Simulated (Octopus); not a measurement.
Al (Fm-3m, No. 225):
```
Al
1.0
    0.00000     2.01946     2.01946
    2.01946     0.00000     2.01946
    2.01946     2.01946     0.00000
Al
1
Direct
  0.00000   0.00000   0.00000
```
The cell is a database entry, not relaxed again.

All numbers are Octopus results at the level LDA (grid spacing about 0.22 Å, Γ-centred 12×12×12 k-mesh, Fermi-Dirac smearing of 0.1 eV, no spin polarisation; PseudoDojo 0.4 LDA potentials), not measurements.

**Question.** What band gap does LDA give on the standard high-symmetry path?

**Answer.** none: the cell holds an odd number of electrons, so a band is partly filled.
